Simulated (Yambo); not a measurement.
Absorption of CaTiO₃ (space group I4/mcm, No. 140) with and without the electron-hole interaction (Yambo, LDA bands; 6×6×6 mesh, 11 valence and 6 conduction bands, static screening with 81 bands and a 3 Ry block, scissor 1.73 eV, Tamm-Dancoff; field along x). Axes are Cartesian, with cell vectors (Å) (-2.69, 2.69, 3.90), (2.69, -2.69, 3.90), (2.69, 2.69, -3.90).

```
E (eV)  Im ε, BSE  Im ε, independent quasiparticles
------  ---------  --------------------------------
2.70         0.22                              0.10
2.80         0.25                              0.11
2.90         0.28                              0.12
3.00         0.33                              0.14
3.10         0.38                              0.15
3.20         0.45                              0.17
3.30         0.55                              0.19
3.40         0.70                              0.21
3.50         0.91                              0.24
3.60         1.26                              0.28
3.70         1.90                              0.33
3.80         3.16                              0.40
3.90         5.31                              0.51
4.00         6.82                              0.68
4.10         7.21                              1.00
4.20         6.80                              1.53
4.30         6.46                              2.13
4.40         6.21                              2.59
4.50         5.82                              2.86
4.60         6.03                              3.39
4.70         6.13                              3.82
4.80         6.21                              3.93
4.90         6.65                              4.11
5.00         7.35                              4.28
5.10         8.04                              4.31
5.20         8.91                              4.59
5.30         8.67                              5.15
5.40         7.88                              5.71
5.50         6.99                              6.04
5.60         6.19                              6.56
5.70         5.56                              7.13
5.80         4.43                              7.44
5.90         3.78                              7.82
6.00         3.05                              8.43
6.10         2.64                              8.94
6.20         2.22                              8.69
6.30         1.95                              8.00
6.40         1.74                              6.96
6.50         1.62                              6.08
```

The scissor comes from a G0W0 run whose convergence isn't established. Broadening 0.15 eV. The band window holds all transitions up to 6.6 eV. Fine structure above the onset can come from the mesh.

Geometry of the Materials Project entry, not relaxed at this level; primitive cell a = 5.441 Å, b = 5.441 Å, c = 5.441 Å, α = 120.85°, β = 120.85°, γ = 88.54°.

This is not the ordinary phase of the substance.
